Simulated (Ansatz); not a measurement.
An Ansatz (a program for electronic structure) run. Input:

Ansatz 0.2 input:
```yaml
crystal:
  lattice:
    - [7.5474148517, 0.0, 0.0]
    - [-3.7737074258, 6.5362529945, 0.0]
    - [0.0, 0.0, 5.195143906]
  atoms:
    - { symbol: Ti, position: [0.0, 0.7486976807, 0.75] }
    - { symbol: Ti, position: [0.0, 0.2513023193, 0.25] }
    - { symbol: Ti, position: [0.2513023193, 0.0, 0.25] }
    - { symbol: Ti, position: [0.7486976807, 0.0, 0.75] }
    - { symbol: Ti, position: [0.2513023193, 0.2513023193, 0.75] }
    - { symbol: Ti, position: [0.7486976807, 0.7486976807, 0.25] }
    - { symbol: Ti, position: [0.3333333333, 0.6666666667, 0.5] }
    - { symbol: Ti, position: [0.6666666667, 0.3333333333, 0.5] }
    - { symbol: Ti, position: [0.6666666667, 0.3333333333, 0.0] }
    - { symbol: Ti, position: [0.3333333333, 0.6666666667, 0.0] }
    - { symbol: Ge, position: [0.6108338356, 0.6108338356, 0.75] }
    - { symbol: Ge, position: [0.3891661644, 0.3891661644, 0.25] }
    - { symbol: Ge, position: [0.0, 0.6108338356, 0.25] }
    - { symbol: Ge, position: [0.0, 0.3891661644, 0.75] }
    - { symbol: Ge, position: [0.3891661644, 0.0, 0.75] }
    - { symbol: Ge, position: [0.6108338356, 0.0, 0.25] }
kpoints:
  mp_grid: { grid: [7, 7, 8] }
hamiltonian:
  xc: r2scan
  pseudopotentials: { kind: paw }
scf:
  occupations: { method: gaussian, width: 0.05 }
checkpoint: { read: metal.run }
output: { write_density: true, elf: true, volumetric_format: npy }
basis: { fft_grid_basis: typed }
```

Output (shortened):

```
Pseudopotential: Ti, paw, valence charge 12
Pseudopotential: Ge, paw, valence charge 14
Functional definition: r2SCAN
Crystal: 16 atoms, lattice volume = 256.286 Å³
Basis set: ecut = 500 eV, 6553 PW (Γ), exchange–correlation on 240×240×160 points (64 copies of the dense FFT grid, shifted against one another)
Bands: 123, of which v1, the nominal top of the filled ones, is band 102 counted from 1 (101 counted from 0)
Symmetry: 24 space group operations
Space group: P63/mcm (ITA 193), of the structure as read, at distance tolerance 6.4e-5 Å
k-points: 40 of 392
Stability of the state it starts from, as read at its close in the unpolarized treatment …
iter 1 solved again at ethr=3.30e-8 eV; its pass at ethr=3.10e-3 eV (dr2=6.74e-5 eV) is discarded
SCF iter   1: F=—  HF=-50873.304002 eV  |F-HF|=—  |Δ(HF+E_count)|=         —  Δρ=3.11e-7  dr2=2.80e-10  dr2_τ=9.54e-12  ethr=3.30e-8  ⟨swp⟩=3.6  Hψ=30018  notcnv=0
preconditioner: auto → Kerker (q_TF=auto, 2.626 Å⁻¹)
SCF iter   2: F=-50873.304002 eV  HF=-50873.304002 eV  |F-HF|=9.46e-11  |Δ(HF+E_count)|=   2.94e-8  Δρ=1.81e-7  dr2=1.25e-10  dr2_τ=1.35e-11  ethr=1.00e-12  ⟨swp⟩=7.9  Hψ=17026  notcnv=0
SCF 1 converged in 2 iterations: F = -50873.304002 eV  dr2 = 1.25e-10
SCF converged after 2 iterations
Free energy (F): -50873.304002 eV
Harris-Foulkes:  -50873.304002 eV  (|F-HF|=9.46e-11)
Internal energy: -50873.293968 eV  (E = F + TS)
E sigma→0 (E₀):  -50873.298985 eV
Entropy (-TS):   -0.010035 eV (-0.627 meV/atom)
Fermi energy:    14.093013 eV
--- Per-component energies (eV) ---
  E_band       = -2090.115436
  E_kinetic    = 3410.607575
  E_local      = -20669.083845  (includes V_loc(G=0)·N_el)
  E_nonlocal   = 2596.745226
  E_hartree    = 8986.148369
  E_xc         = -1358.457869
  E_vxc        = -1756.670334  (∫ρ·V_xc dr)
  E_paw        = -22774.419653  (= ΣΔE_a)
  E_vpaw       = -3759.177833  (= ΣTr[D̂ρ^β])
  E_aug_tail   = 0.000981  (compensation charges beyond the density's cutoff)
  E_vtau       = 115.166336  (kinetic-family band-sum trace: ∫τ·v_τ [+ j·A + Jᵃ·Aᵃ] dr)
  E_ewald      = -21055.785586
  E_core_change = -9.049166  (= ΣΔE_core)
  E_smearing   = -0.010035  (= −TS)
  E_closure    = 0.000000  (closes the sum)
  Σ components = -50873.304002   (vs F -50873.304002, Δ=0.00e0)
  [band-id]    e_kinetic+e_local+e_nonlocal+2·e_hartree+e_vxc+e_vpaw+e_augmentation_tail+e_vtau = -2090.115156   (vs E_band -2090.115436, Δ=2.80e-4)
--- Band table (eV; the first three rows and the last of 40) ---
  k-point 0: bands = ["-45.4209", "-45.4067", "-45.4067", "-45.3952", "-45.3945", "-45.3945", "-44.8698", "-44.8695", "-44.7205", "-44.7202", "-20.7340", "-20.6975", "-20.6841", "-20.6841", "-20.6772", "-20.6318", "-20.6318", "-20.6293", "-20.6293", …
  k-point 1: bands = ["-45.4199", "-45.4063", "-45.4063", "-45.3962", "-45.3950", "-45.3950", "-44.8642", "-44.8639", "-44.7262", "-44.7260", "-20.7309", "-20.6973", "-20.6886", "-20.6886", "-20.6712", "-20.6372", "-20.6372", "-20.6244", "-20.6244", …
  k-point 2: bands = ["-45.4171", "-45.4049", "-45.4049", "-45.3990", "-45.3963", "-45.3963", "-44.8482", "-44.8480", "-44.7426", "-44.7424", "-20.7220", "-20.6973", "-20.6952", "-20.6952", "-20.6591", "-20.6533", "-20.6533", "-20.6168", "-20.6168", …
  k-point 39: bands = ["-45.4076", "-45.4076", "-45.4008", "-45.4008", "-45.4008", "-45.4008", "-44.7956", "-44.7956", "-44.7956", "-44.7956", "-20.7047", "-20.7047", "-20.6788", "-20.6788", "-20.6788", "-20.6788", "-20.6308", "-20.6308", "-20.6129", …
```

Cost: roughly 80 core-seconds on shared cores.

Space group P6_3/mcm. The first step of the workflow began from a Materials Project structure, measured or hypothetical; the Crystallography Open Database files this formula in space group No. 193, but the cells were not matched. Its standing as an ambient phase is unchecked. Symmetry was held in the r²SCAN relaxation; its stability against distortions is not shown here. The run is not spin-polarised. Spin–orbit coupling is left out wherever it is not named.

Potentials: the later of the program's two PAW sets.

Ansatz is a plane-wave DFT program.
